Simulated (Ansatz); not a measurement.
Given:

GeS:
```yaml
crystal:
  lattice:
    - [3.51857, 0.00000, 0.00000]
    - [0.00000, 3.51857, 0.00000]
    - [0.00000, 0.00000, 7.25544]
  atoms:
    - { symbol: Ge, position: [0.00000, 0.50000, 0.00000] }
    - { symbol: Ge, position: [0.50000, 0.00000, 0.50000] }
    - { symbol: S, position: [0.00000, 0.00000, 0.25000] }
    - { symbol: S, position: [0.00000, 0.00000, 0.75000] }
```

This is the PBE-relaxed structure.

Q: All from the program Ansatz at the PBE level (PAW), unless another level is named. Give the electronic character.

A: metallic (no gap).

Q: And the density of states at the Fermi level?

A: 0.59 states/eV per atom (mean over ±0.08 eV).

Q: Predict the formation energy from the elements (no fitted shifts).

A: 88 meV/atom.

Space group P4_2/mmc. The cell is a constructed one: a structure type filled with these elements; neither database checked (COD, Materials Project) lists it. COD files the formula under space group No. 62, so this cell is another polymorph or a model. Whether it is the stable phase at ambient conditions was not checked. Symmetry was held in the PBE relaxation; whether a distortion lowers the energy is not shown. The references are the lowest solids computed at this level, not always the standard phases. Scalar-relativistic: spin–orbit coupling is off unless named, which matters more the heavier the elements.

Potentials: the later of the program's two PAW sets.
